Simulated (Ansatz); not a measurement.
Relaxed-ion elastic tensor of Li (fcc (Cu type), Fm-3m) in GPa (Voigt order), the program Ansatz at the r²SCAN level (PAW); density 0.55 g/cm³, 20.94 Å³ per atom.

|  | 1 | 2 | 3 | 4 | 5 | 6 |
|---|---|---|---|---|---|---|
| 1 | 15.4 | 11.8 | 11.8 | 0.0 | 0.0 | 0.0 |
| 2 | 11.8 | 15.4 | 11.8 | 0.0 | 0.0 | 0.0 |
| 3 | 11.8 | 11.8 | 15.4 | 0.0 | 0.0 | 0.0 |
| 4 | 0.0 | 0.0 | 0.0 | 10.2 | 0.0 | 0.0 |
| 5 | 0.0 | 0.0 | 0.0 | 0.0 | 10.2 | 0.0 |
| 6 | 0.0 | 0.0 | 0.0 | 0.0 | 0.0 | 10.2 |

Task: Is the crystal mechanically stable?

Result: Yes: the smallest eigenvalue of C is 3.6 GPa.

Task: Work out the Voigt, Reuss and Hill averages.

Result: K_V = 13.0, K_R = 13.0, K_H = 13.0; G_V = 6.8, G_R = 3.5, G_H = 5.2 GPa.

Task: Give Young's modulus, Poisson's ratio, Pugh's ratio and the universal anisotropy index.

Result: E = 9KG/(3K + G) = 13.7 GPa; ν = 0.32; K/G = 2.52 (ductile by the Pugh limit of 1.75); A_U = 5G_V/G_R + K_V/K_R − 6 = 4.62.

Task: Estimate the sound speeds and the Debye temperature.

Result: v_l = √((K + 4G/3)/ρ) = 6020 m/s, v_t = √(G/ρ) = 3070 m/s, mean 3440 m/s; Θ = (h/k)(3n/4πV)^(1/3) v_m = 371 K.

Task: Give the Zener ratio and Young's modulus along [100], [110] and [111].

Result: A = 2C44/(C11 − C12) = 5.67; 1/E = S11 − 2(S11 − S12 − S44/2)Γ with Γ = 0, 1/4, 1/3 gives 5.1, 12.5, 24.2 GPa.

Task: Solve the Christoffel equation for the three sound speeds along [100], [110], [111].

Result: Eigenvalues of C_ijkl n_j n_l equal ρv². In km/s, slowest first: [100] 4.29, 4.29, 5.29; [110] 1.80, 4.29, 6.57; [111] 2.88, 2.88, 6.95.

The first step of the workflow began from a Materials Project structure, measured or hypothetical; the Crystallography Open Database files this formula in space group No. 225, but the cells were not matched. It is not the phase usual at ambient conditions (space group No. 229). The cell was relaxed with r²SCAN under the symmetry of its start; its stability against distortions is not shown here. As this level gives no gap, shear constants depend on the k-mesh and smearing (Fermi–Dirac, 0.1 eV here).

Potentials: the earlier of the program's two PAW sets.
